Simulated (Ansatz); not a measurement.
AlPt3C:
```
CELL_PARAMETERS angstrom
      4.13269     0.00000     0.00000
      0.00000     4.13269     0.00000
      0.00000     0.00000     4.13269
ATOMIC_POSITIONS crystal
  Al 0.00000 0.00000 0.00000
  Pt 0.00000 0.50000 0.50000
  Pt 0.50000 0.00000 0.50000
  Pt 0.50000 0.50000 0.00000
  C  0.50000 0.50000 0.50000
```

This is the PBEsol-relaxed structure.

**Question.** All from DFT-PBEsol in the program Ansatz with PAW potentials, unless another level is named. Give the electronic character.

**Answer.** metallic (no gap).

**Question.** Predict the density of states at the Fermi level.

**Answer.** 0.56 states/eV per atom (mean over ±0.08 eV).

**Question.** Predict the formation energy from the elements (no fitted shifts).

**Answer.** 186 meV/atom.

**Question.** And the gap with spin–orbit coupling?

**Answer.** none (metallic).

Space group Pm-3m (anti-perovskite). The start of the workflow was typed in or built on a structure type; neither database checked (COD, Materials Project) lists it. Whether it is the stable phase at ambient conditions was not checked. The PBEsol relaxation kept the symmetry of its start. At this level the phase is dynamically unstable (imaginary phonons). No spin polarisation was allowed. Its formation energy is positive at this level, so the cell may be metastable or incomplete. The references are the lowest solids computed at this level, not always the standard phases. Scalar-relativistic: spin–orbit coupling is off unless named, which matters more the heavier the elements.

Potentials: the later of the program's two PAW sets.
